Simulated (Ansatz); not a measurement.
One crystal and one scan (scan of one atom of the cell) at two levels, PBE-D3(BJ) (plane waves to 420 eV, PAW, scalar-relativistic; Ansatz, a quantum-chemistry and plane-wave program) and r2SCAN+rVV10 (plane waves to 500 eV, PAW, scalar-relativistic; Ansatz), each from its own relaxed cell and on its own mesh. The cell shown is that of PBE-D3(BJ).

Relaxed BN (h-BN type, space group P6_3/mmc):

```
BN
1.0
    2.50643     0.00000     0.00000
   -1.25322     2.17063     0.00000
    0.00000     0.00000     6.61383
B N
2 2
Direct
  0.33333   0.66667   0.25000
  0.66667   0.33333   0.75000
  0.33333   0.66667   0.75000
  0.66667   0.33333   0.25000
```

In each cell atom 1 (B, nearest neighbour N at 1.447 Å; its periodic images, 2.5 Å or more away, move with it) moves by s·(0.000, 0.000, 1.000) (along Cartesian z), the rest being held.

The energy includes the smearing's −TS. BN was relaxed with its symmetry unable to fall. Percentages come from the unrounded values. Both scans cover s from -0.290 to 0.290 Å.

Results of PBE-D3(BJ):

| Quantity | Result |
|---|---|
| Lattice constant a (Å) | 2.506 |
| Lattice constant c (Å) | 6.614 |
| Relaxed volume (Å³/atom) | 9.00 |
| Energy at s = 0.290 Å (meV/cell) | 566 |
| Force along the line at s = -0.290 Å (eV/Å) | 3.937 |
| Force constant k = d²E/ds² at s = 0 (finite differences) (eV/Å²) | 13.33 |
| Symmetry of the curve | even: the same for both signs |
| Shape of the curve | a single well with its minimum at or next to zero displacement |

Estimate the r2SCAN+rVV10 values.


| quantity | r2SCAN+rVV10 | PBE-D3(BJ) − r2SCAN+rVV10 |
|---|---|---|
| Lattice constant a (Å) | 2.501 | +0.005 (+0.2 %) |
| Lattice constant c (Å) | 6.526 | +0.088 (+1.3 %) |
| Relaxed volume (Å³/atom) | 8.83 | +0.17 (+1.8 %) |
| Energy at s = 0.290 Å (meV/cell) | 600 | -34 (-5.7 %) |
| Force along the line at s = -0.290 Å (eV/Å) | 4.175 | -0.238 (-5.7 %) |
| Force constant k = d²E/ds² at s = 0 (finite differences) (eV/Å²) | 14.14 | -0.81 (-5.7 %) |

PBE-D3(BJ) gives the higher value for: lattice constant a; lattice constant c; relaxed volume. PBE-D3(BJ) gives the lower value for: energy at s = 0.290 Å; force along the line at s = -0.290 Å; force constant k = d²E/ds² at s = 0. Both give the same symmetry of the curve: even: the same for both signs. Neither level is exact: the differences show how much the result hangs on the functional.

(A displaced cell: forces are minus the slopes of the energy, force constants its curvatures, and phonons follow from these.)
